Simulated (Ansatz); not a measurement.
Ca$_{6}$Sb$_{2}$PN:
```
CELL_PARAMETERS angstrom
      0.00000     5.09548     5.09548
      5.09548     0.00000     5.09548
      5.09548     5.09548     0.00000
ATOMIC_POSITIONS crystal
  Ca 0.26439 0.73561 0.73561
  Ca 0.73561 0.26439 0.26439
  Ca 0.73561 0.26439 0.73561
  Ca 0.26439 0.73561 0.26439
  Ca 0.73561 0.73561 0.26439
  Ca 0.26439 0.26439 0.73561
  Sb 0.25000 0.25000 0.25000
  Sb 0.75000 0.75000 0.75000
  P  0.00000 0.00000 0.00000
  N  0.50000 0.50000 0.50000
```

Plane-wave PAW r²SCAN (Ansatz code) gives a gap of 0.97 eV without spin–orbit coupling, maximum at Γ, minimum at Γ.

Question: What happens when spin–orbit coupling is switched on?

Answer: The gap drops by 0.12 eV, to 0.85 eV; maximum at Γ, minimum at Γ.

Question: How large is the spin–orbit splitting of the valence top at Γ?

Answer: The fourfold level lies 0.36 eV above the split-off pair.

Question: Give the electron effective mass with spin–orbit coupling, band 1 of 2 at the edge.

Answer: 0.89 along [100], 0.40 along [110], 0.28 along [111] (mₑ).

Question: Give the electron effective mass with spin–orbit coupling, band 2 of 2 at the edge.

Answer: 0.15 along [100], 0.19 along [110], 0.24 along [111] (mₑ).

Question: Give the hole effective mass with spin–orbit coupling, band 1 of 2 at the edge.

Answer: 0.38 along [100], 0.32 along [110], 0.30 along [111] (mₑ).

Question: Give the hole effective mass with spin–orbit coupling, band 2 of 2 at the edge.

Answer: 0.12 along [100], 0.13 along [110], 0.13 along [111] (mₑ).

Space group Fm-3m. The start of the workflow was typed in or built on a structure type; neither database checked (COD, Materials Project) lists it. Whether it is the stable phase at ambient conditions was not checked. The r²SCAN relaxation kept the symmetry of its start; its stability against distortions is not shown here.

Potentials: the later of the program's two PAW sets.
